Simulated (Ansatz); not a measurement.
SrPd5 in space group P6/mmm (No. 191; Pd on 2c, Pd on 3g, Sr on 1a), a = b = 5.411 Å, c = 4.391 Å, α = β = 90.00°, γ = 120.00°.

Relaxed with r²SCAN.

**Question.** Tabulate the valence density and the electron localisation function along the shortest Pd–Pd contact (2.69 Å), the program Ansatz at the r²SCAN level (PAW).

**Answer.** 

```tsv
distance from Pd (Å)	density (e/Å³)	ELF
0.27	12.49	0.37
0.40	10.36	0.48
0.54	7.24	0.54
0.67	4.04	0.52
0.81	1.86	0.43
0.94	0.88	0.31
1.08	0.51	0.22
1.21	0.36	0.20
1.35	0.33	0.21
1.48	0.36	0.20
1.62	0.51	0.22
1.75	0.87	0.30
1.89	1.84	0.42
2.02	3.99	0.51
2.16	7.17	0.53
2.29	10.31	0.47
2.43	12.48	0.37
```

The density is the valence pseudo-density with augmentation charge, so density and ELF within about 1 Å of a nucleus are not all-electron values.

The workflow started from an entry of the Crystallography Open Database (COD). Whether it is the stable phase at ambient conditions was not checked. The cell was relaxed with r²SCAN under the symmetry of its start; whether a distortion lowers the energy is not shown. No spin polarisation was allowed. Axis ratios of metals converge slowly with the k-mesh, so a and c are less sure than the volume.

Potentials: the later of the program's two PAW sets.
